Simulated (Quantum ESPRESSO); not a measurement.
# Ga3AlON3: input and log of a self-consistent run

Simulated, not a measurement. The program is pw.x of Quantum ESPRESSO 7.5 (plane-wave density functional theory). The cell is made up: 8 atoms on a wurtzite lattice, with randomly drawn elements, strain and displacements, not relaxed. PseudoDojo standard norm-conserving files (v0.5 for PBE, v0.4.1 for LDA and PBEsol) set the functional; there is no spin polarisation, spin-orbit coupling or dispersion term, and the masses in the input are unused placeholders. A spin-polarised start on this cell or one of its family kept no moment.

Input:

```
&control calculation='scf', pseudo_dir='./dojo.nc.sr.pbe.v0_5.standard.upf', outdir='./o', disk_io='low', tprnfor=.true., tstress=.true. /
&system ibrav=0, nat=8, ntyp=4, nbnd=42, ecutwfc=84.00895049, nosym=.true., tot_charge=0,
 occupations='smearing', smearing='fd', degauss=0.0073498644
/
&electrons conv_thr=7.350e-09, electron_maxstep=60, /
ATOMIC_SPECIES
Al 1.0 Al.upf
Ga 1.0 Ga.upf
N 1.0 N.upf
O 1.0 O.upf
CELL_PARAMETERS angstrom
3.2847 0.0 0.0
0.0 5.6893 0.0
0.0 0.0 5.3639
ATOMIC_POSITIONS angstrom
Ga 0.0012 0.0206 -0.0545
Ga 1.7116 2.8121 -0.0907
Al 1.6404 0.8504 2.5178
Ga -0.0164 3.7739 2.6678
O -0.0372 -0.0208 2.0392
N 1.5361 2.8081 2.0923
N 1.6325 0.8965 4.7812
N 0.0668 3.799 4.6124
K_POINTS automatic
7 6 6 1 1 1
```

The log is shortened where brackets say so; the opening notice, blank lines, dates and the lines on written files are dropped, and the path of the files is cut. It prints rydbergs, bohrs and kilobars, and counts compression as positive stress.

```
     Program PWSCF v.7.5
     Parallel version (MPI & OpenMP), running on       4 processor cores
     Number of MPI processes:                 4
     Threads/MPI process:                     1
     [start-up lines left out]
     bravais-lattice index     =            0
     lattice parameter (alat)  =       6.2072  a.u.
     unit-cell volume          =     676.4440 (a.u.)^3
     number of atoms/cell      =            8
     number of atomic types    =            4
     number of electrons       =        63.00
     number of Kohn-Sham states=           42
     kinetic-energy cutoff     =      84.0090  Ry
     charge density cutoff     =     336.0358  Ry
     scf convergence threshold =      7.3E-09
     mixing beta               =       0.7000
     number of iterations used =            8  plain     mixing
     Exchange-correlation= PBE
                           (   1   4   3   4   0   0   0)
     [axes and pseudopotential details left out]
   Cartesian axes
     site n.     atom                  positions (alat units)
         1        Ga     tau(   1) = (   0.0003653   0.0062715  -0.0165921  )
         2        Ga     tau(   2) = (   0.5210826   0.8561208  -0.0276129  )
         3        Al     tau(   3) = (   0.4994063   0.2588973   0.7665236  )
         4        Ga     tau(   4) = (  -0.0049928   1.1489329   0.8121898  )
         5        O      tau(   5) = (  -0.0113252  -0.0063324   0.6208177  )
         6        N      tau(   6) = (   0.4676531   0.8549030   0.6369836  )
         7        N      tau(   7) = (   0.4970012   0.2729321   1.4555972  )
         8        N      tau(   8) = (   0.0203367   1.1565744   1.4042074  )
     number of k points=   126  Fermi-Dirac smearing, width (Ry)=  0.0073
     Number of k-points >= 100: set verbosity='high' to print them.
     Dense  grid:    70405 G-vectors     FFT dimensions: (  40,  64,  60)
     Estimated max dynamical RAM per process >     275.75 MB
     Estimated total dynamical RAM >       1.03 GB
     Initial potential from superposition of free atoms
     starting charge      62.9895, renormalised to      63.0000
     Starting wfcs are   47 randomized atomic wfcs
     total cpu time spent up to now is        8.1 secs
     per-process dynamical memory:   244.0 Mb
     Self-consistent Calculation
     iteration #  1     ecut=    84.01 Ry     beta= 0.70
     Davidson diagonalization with overlap
     ethr =  1.00E-02,  avg # of iterations =  3.9
     total cpu time spent up to now is       28.0 secs
     total energy              =    -557.97483547 Ry
     estimated scf accuracy    <       2.13665492 Ry
     iteration #  2     ecut=    84.01 Ry     beta= 0.70
     Davidson diagonalization with overlap
     ethr =  3.39E-03,  avg # of iterations =  2.6
     total cpu time spent up to now is       46.2 secs
     total energy              =    -558.47261408 Ry
     estimated scf accuracy    <       3.00096556 Ry
     iteration #  3     ecut=    84.01 Ry     beta= 0.70
     Davidson diagonalization with overlap
     ethr =  3.39E-03,  avg # of iterations =  2.0
     total cpu time spent up to now is       61.9 secs
     total energy              =    -558.99024169 Ry
     estimated scf accuracy    <       0.08669252 Ry
     iteration #  4     ecut=    84.01 Ry     beta= 0.70
     Davidson diagonalization with overlap
     ethr =  1.38E-04,  avg # of iterations =  2.4
     total cpu time spent up to now is       78.6 secs
     total energy              =    -559.01197508 Ry
     estimated scf accuracy    <       0.00643408 Ry
     iteration #  5     ecut=    84.01 Ry     beta= 0.70
     Davidson diagonalization with overlap
     ethr =  1.02E-05,  avg # of iterations =  6.7
     total cpu time spent up to now is      100.7 secs
     total energy              =    -559.01286861 Ry
     estimated scf accuracy    <       0.00348004 Ry
     [iterations 6 to 8 left out]
     iteration #  9     ecut=    84.01 Ry     beta= 0.70
     Davidson diagonalization with overlap
     ethr =  5.29E-08,  avg # of iterations =  2.1
     total cpu time spent up to now is      162.3 secs
     total energy              =    -559.01316120 Ry
     estimated scf accuracy    <       0.00000084 Ry
     iteration # 10     ecut=    84.01 Ry     beta= 0.70
     Davidson diagonalization with overlap
     ethr =  1.33E-09,  avg # of iterations =  4.0
     total cpu time spent up to now is      181.9 secs
     total energy              =    -559.01316126 Ry
     estimated scf accuracy    <       0.00000072 Ry
     iteration # 11     ecut=    84.01 Ry     beta= 0.70
     Davidson diagonalization with overlap
     ethr =  1.14E-09,  avg # of iterations =  2.0
     total cpu time spent up to now is      197.1 secs
     total energy              =    -559.01316134 Ry
     estimated scf accuracy    <       0.00000009 Ry
     iteration # 12     ecut=    84.01 Ry     beta= 0.70
     Davidson diagonalization with overlap
     ethr =  1.49E-10,  avg # of iterations =  2.0
     total cpu time spent up to now is      212.6 secs
     total energy              =    -559.01316137 Ry
     estimated scf accuracy    <          9.8E-09 Ry
     iteration # 13     ecut=    84.01 Ry     beta= 0.70
     Davidson diagonalization with overlap
     ethr =  1.56E-11,  avg # of iterations =  2.0
     total cpu time spent up to now is      227.2 secs
     End of self-consistent calculation
     Number of k-points >= 100: set verbosity='high' to print the bands.
     the Fermi energy is    11.7258 ev
!    total energy              =    -559.01316137 Ry
     estimated scf accuracy    <          1.3E-09 Ry
     smearing contrib. (-TS)   =      -0.00372251 Ry
     internal energy E=F+TS    =    -559.00943886 Ry
     The total energy is F=E-TS. E is the sum of the following terms:
     one-electron contribution =    -226.17321264 Ry
     hartree contribution      =     167.09299663 Ry
     xc contribution           =    -154.61380484 Ry
     ewald contribution        =    -345.31541801 Ry
     convergence has been achieved in  13 iterations
     Forces acting on atoms (cartesian axes, Ry/au):
     atom    1 type  2   force =    -0.00367358   -0.03805185   -0.02744863
     atom    2 type  2   force =    -0.01360654    0.02068674    0.02286963
     atom    3 type  1   force =    -0.01548412    0.05611515    0.04920621
     atom    4 type  2   force =    -0.02914255   -0.04931141    0.00654848
     atom    5 type  4   force =     0.00945093    0.03492837    0.00379536
     atom    6 type  3   force =     0.05030530   -0.03840552   -0.04367710
     atom    7 type  3   force =     0.01269534    0.01775497   -0.05934500
     atom    8 type  3   force =    -0.01054478   -0.00371646    0.04805106
     Total force =     0.161721     Total SCF correction =     0.000091
     Computing stress (Cartesian axis) and pressure
          total   stress  (Ry/bohr**3)                   (kbar)     P=      -41.41
  -0.00023502  -0.00006426  -0.00004716          -34.57       -9.45       -6.94
  -0.00006426  -0.00035105  -0.00004495           -9.45      -51.64       -6.61
  -0.00004716  -0.00004495  -0.00025838           -6.94       -6.61      -38.01
     init_run     :      7.52s CPU      7.82s WALL (       1 calls)
     electrons    :    217.43s CPU    219.14s WALL (       1 calls)
     forces       :      2.34s CPU      2.36s WALL (       1 calls)
     stress       :      8.48s CPU      8.48s WALL (       1 calls)
     [timing details left out]
     PWSCF        :   3m56.12s CPU   3m58.28s WALL
     JOB DONE.
```

In other units: free energy -7605.762 eV for the cell, pressure -4.14 GPa, largest force component 1.526 eV/Å. A rerun of this cell at 1437 eV and a 9 x 8 x 8 mesh moved values by no more than 0.002 eV in energy, 0.07 GPa in stress and 0.017 eV/Å in force.